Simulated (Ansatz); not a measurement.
V:
```
V
1.0
   -1.47915     1.47915     1.47915
    1.47915    -1.47915     1.47915
    1.47915     1.47915    -1.47915
V
1
Direct
  0.00000   0.00000   0.00000
```

Relaxed with PBEsol. Special points in fractions of this cell's reciprocal vectors: Γ (0.000, 0.000, 0.000); H (0.500, -0.500, 0.500); N (0.000, 0.000, 0.500); P (0.250, 0.250, 0.250).

Problem. List the band energies nearest the Fermi level at these points for the program Ansatz at the PBEsol level (PAW).

Solution. In eV from the Fermi level; about four levels below and three above (degenerate sets whole), none deeper than 8.9 eV; … stands for higher levels left out; points with the same levels are listed once.

```csv
k,below,above
Γ,-6.69,0.42 0.42 0.42
H,-3.20 -3.20,…
N,-3.33 -1.21,1.79 2.55 …
P,-1.16 -1.16 -1.16,…
```

Space group Im-3m (bcc (W type)). The cell was relaxed with PBEsol under the symmetry of its start. The run is not spin-polarised.

Potentials: the earlier of the program's two PAW sets.
